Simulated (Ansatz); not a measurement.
A relaxation computed with Ansatz, from input to last step.

```yaml
crystal:
  lattice:
    - [3.6706167747, 0.0, 0.0]
    - [0.0, 3.6706167747, 0.0]
    - [0.0, 0.0, 5.6006329595]
  atoms:
    - { symbol: Hf, position: [0.0, 0.5, 0.7] }
    - { symbol: Hf, position: [0.5, 0.0, 0.3] }
    - { symbol: F, position: [0.0, 0.0, 0.0] }
    - { symbol: F, position: [0.5, 0.5, 0.0] }
    - { symbol: F, position: [0.0, 0.5, 0.27] }
    - { symbol: F, position: [0.5, 0.0, 0.73] }
basis:
  ecutwfc: 420
kpoints:
  mp_grid: { grid: [6, 6, 4] }
hamiltonian:
  xc: pbe
scf:
  occupations: { method: gaussian, width: 0.1 }
  lower_state_search: "off"
output:
  forces: true
  stress: true
  eigenvalues: true
relax:
  adjacent_minimum: "off"
  f_tol: 0.04
  max_steps: 70
  cell: { stress_tol: 0.4 }
```

```bash
ansatz run input.yaml --threads 1 --pin off --max-ram 2560MiB --backend cpu --events-out ev --progress --plain --runs-dir out
```

These are results of DFT PBE, scalar-relativistic, plane waves, PAW (Ansatz), not measurements.

Of 10 frames 10 are shown, positions in Å and forces in eV/Å; the SCF threshold varies from step to step. Steps run on the plane waves of an earlier cell, with a Pulay correction in the pressure. The basis is chosen afresh for the last frame, the zero of the energies, and at times for earlier ones too; energy and pressure step there, also at an unchanged geometry. Here that happened at step 8 (2 meV/atom, -0.4 GPa); the frames before carry an error of that size.

```xyz
6
Lattice="3.6706 0.0000 0.0000 0.0000 3.6706 0.0000 0.0000 0.0000 5.6006" Properties=species:S:1:pos:R:3:forces:R:3 pbc="T T T" step=1 free_energy_over_end_meV_per_atom=63.31 pressure_GPa=-9.79
Hf    0.0000    1.8353    3.9204    0.0000    0.0000   -0.6653
Hf    1.8353    0.0000    1.6802    0.0000    0.0000    0.6653
F     0.0000    0.0000    0.0000    0.0000    0.0000    0.0000
F     1.8353    1.8353    0.0000    0.0000    0.0000    0.0000
F     0.0000    1.8353    1.5122    0.0000    0.0000    1.0607
F     1.8353    0.0000    4.0885    0.0000    0.0000   -1.0607
6
Lattice="3.4913 0.0000 0.0000 0.0000 3.4913 0.0000 0.0000 0.0000 5.5052" Properties=species:S:1:pos:R:3:forces:R:3 pbc="T T T" step=2 free_energy_over_end_meV_per_atom=14.43 pressure_GPa=7.72
Hf    0.0000    1.7457    3.7820    0.0000    0.0000    0.4198
Hf    1.7457    0.0000    1.7232    0.0000    0.0000   -0.4198
F     0.0000    0.0000    0.0000    0.0000    0.0000    0.0000
F     1.7457    1.7457    0.0000    0.0000    0.0000    0.0000
F     0.0000    1.7457    1.6105    0.0000    0.0000   -0.2816
F     1.7457    0.0000    3.8947    0.0000    0.0000    0.2816
6
Lattice="3.5749 0.0000 0.0000 0.0000 3.5749 0.0000 0.0000 0.0000 5.5131" Properties=species:S:1:pos:R:3:forces:R:3 pbc="T T T" step=3 free_energy_over_end_meV_per_atom=2.34 pressure_GPa=-0.47
Hf    0.0000    1.7874    3.8248    0.0000    0.0000   -0.4789
Hf    1.7874    0.0000    1.6883    0.0000    0.0000    0.4789
F     0.0000    0.0000    0.0000    0.0000    0.0000    0.0000
F     1.7874    1.7874    0.0000    0.0000    0.0000    0.0000
F     0.0000    1.7874    1.5836    0.0000    0.0000    0.2482
F     1.7874    0.0000    3.9295    0.0000    0.0000   -0.2482
6
Lattice="3.5869 0.0000 0.0000 0.0000 3.5869 0.0000 0.0000 0.0000 5.5249" Properties=species:S:1:pos:R:3:forces:R:3 pbc="T T T" step=4 free_energy_over_end_meV_per_atom=0.95 pressure_GPa=-1.60
Hf    0.0000    1.7934    3.8034    0.0000    0.0000    0.0892
Hf    1.7934    0.0000    1.7215    0.0000    0.0000   -0.0892
F     0.0000    0.0000    0.0000    0.0000    0.0000    0.0000
F     1.7934    1.7934    0.0000    0.0000    0.0000    0.0000
F     0.0000    1.7934    1.5922    0.0000    0.0000    0.2465
F     1.7934    0.0000    3.9327    0.0000    0.0000   -0.2465
6
Lattice="3.5882 0.0000 0.0000 0.0000 3.5882 0.0000 0.0000 0.0000 5.4867" Properties=species:S:1:pos:R:3:forces:R:3 pbc="T T T" step=5 free_energy_over_end_meV_per_atom=-1.48 pressure_GPa=-0.25
Hf    0.0000    1.7941    3.7799    0.0000    0.0000    0.0263
Hf    1.7941    0.0000    1.7068    0.0000    0.0000   -0.0263
F     0.0000    0.0000    0.0000    0.0000    0.0000    0.0000
F     1.7941    1.7941    0.0000    0.0000    0.0000    0.0000
F     0.0000    1.7941    1.5954    0.0000    0.0000    0.0556
F     1.7941    0.0000    3.8913    0.0000    0.0000   -0.0556
6
Lattice="3.6113 0.0000 0.0000 0.0000 3.6113 0.0000 0.0000 0.0000 5.4123" Properties=species:S:1:pos:R:3:forces:R:3 pbc="T T T" step=6 free_energy_over_end_meV_per_atom=-2.21 pressure_GPa=0.38
Hf    0.0000    1.8057    3.7273    0.0000    0.0000    0.0342
Hf    1.8057    0.0000    1.6850    0.0000    0.0000   -0.0342
F     0.0000    0.0000    0.0000    0.0000    0.0000    0.0000
F     1.8057    1.8057    0.0000    0.0000    0.0000    0.0000
F     0.0000    1.8057    1.5698    0.0000    0.0000    0.0583
F     1.8057    0.0000    3.8425    0.0000    0.0000   -0.0583
6
Lattice="3.6112 0.0000 0.0000 0.0000 3.6112 0.0000 0.0000 0.0000 5.4284" Properties=species:S:1:pos:R:3:forces:R:3 pbc="T T T" step=7 free_energy_over_end_meV_per_atom=-2.20 pressure_GPa=0.02
Hf    0.0000    1.8056    3.7402    0.0000    0.0000   -0.0002
Hf    1.8056    0.0000    1.6882    0.0000    0.0000    0.0002
F     0.0000    0.0000    0.0000    0.0000    0.0000    0.0000
F     1.8056    1.8056    0.0000    0.0000    0.0000    0.0000
F     0.0000    1.8056    1.5823    0.0000    0.0000   -0.0125
F     1.8056    0.0000    3.8461    0.0000    0.0000    0.0125
6
Lattice="3.6112 0.0000 0.0000 0.0000 3.6112 0.0000 0.0000 0.0000 5.4284" Properties=species:S:1:pos:R:3:forces:R:3 pbc="T T T" step=8 free_energy_over_end_meV_per_atom=0.04 pressure_GPa=-0.39
Hf    0.0000    1.8056    3.7402    0.0000    0.0000    0.0006
Hf    1.8056    0.0000    1.6882    0.0000    0.0000   -0.0006
F     0.0000    0.0000    0.0000    0.0000    0.0000    0.0000
F     1.8056    1.8056    0.0000    0.0000    0.0000    0.0000
F     0.0000    1.8056    1.5823    0.0000    0.0000   -0.0136
F     1.8056    0.0000    3.8461    0.0000    0.0000    0.0136
6
Lattice="3.6074 0.0000 0.0000 0.0000 3.6074 0.0000 0.0000 0.0000 5.4235" Properties=species:S:1:pos:R:3:forces:R:3 pbc="T T T" step=9 free_energy_over_end_meV_per_atom=-0.17 pressure_GPa=0.00
Hf    0.0000    1.8037    3.7370    0.0000    0.0000    0.0016
Hf    1.8037    0.0000    1.6865    0.0000    0.0000   -0.0016
F     0.0000    0.0000    0.0000    0.0000    0.0000    0.0000
F     1.8037    1.8037    0.0000    0.0000    0.0000    0.0000
F     0.0000    1.8037    1.5786    0.0000    0.0000   -0.0006
F     1.8037    0.0000    3.8449    0.0000    0.0000    0.0006
6
Lattice="3.6074 0.0000 0.0000 0.0000 3.6074 0.0000 0.0000 0.0000 5.4235" Properties=species:S:1:pos:R:3:forces:R:3 pbc="T T T" step=10 free_energy_over_end_meV_per_atom=0.00 pressure_GPa=-0.02
Hf    0.0000    1.8037    3.7370    0.0000    0.0000    0.0017
Hf    1.8037    0.0000    1.6865    0.0000    0.0000   -0.0017
F     0.0000    0.0000    0.0000    0.0000    0.0000    0.0000
F     1.8037    1.8037    0.0000    0.0000    0.0000    0.0000
F     0.0000    1.8037    1.5786    0.0000    0.0000   -0.0006
F     1.8037    0.0000    3.8449    0.0000    0.0000    0.0006
```

The start puts this composition into another compound's structure type, which needn't suit it. At the end the space group is P4/nmm (tolerance 0.05 Å).

It took 2 min on 1 thread of Arm Neoverse N1, on a shared host, peak memory 0.39 GiB.

The k mesh is coarse. Spin–orbit coupling is left out, which can shift energies with elements as heavy as these.